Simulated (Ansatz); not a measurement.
YN (rock salt, space group No. 225), DFT-r²SCAN in the program Ansatz with PAW potentials. The conduction-band minimum lies at X, with 3 equivalent valleys. Second derivatives d²E/dk² of the lowest band at one valley (eV·Å²), along Cartesian directions:

| direction | d²E/dk² |
|---|---|
| [100] | 6.029 |
| [010] | 51.76 |
| [001] | 51.76 |
| [110] | 28.94 |
| [101] | 28.94 |
| [011] | 51.72 |

Problem. Find the principal effective masses, the density-of-states mass and the conductivity mass.

Solution. Off-diagonal terms follow from H_xy = H[110] − (H_xx + H_yy)/2, and m*/mₑ = 7.620 eV·Å² over each eigenvalue: 0.15, 0.15, 1.3. One valley's DOS mass (m₁m₂m₃)^(1/3) = 0.30, conductivity mass 3/(Σ 1/mᵢ) = 0.21 mₑ.

Problem. What effective density of states Nc follows at 300 K for parabolic valleys?

Solution. Nc = 2.509e19 × 3 × (0.30)^(3/2) ≈ 1.2e19 cm⁻³.

Space group Fm-3m (rock salt). Symmetry was held in the r²SCAN relaxation. No spin polarisation was allowed. Spin–orbit coupling is left out wherever it is not named.

Potentials: the earlier of the program's two PAW sets.

Edges and masses are those of Kohn–Sham bands, whose gap is no quasiparticle gap.
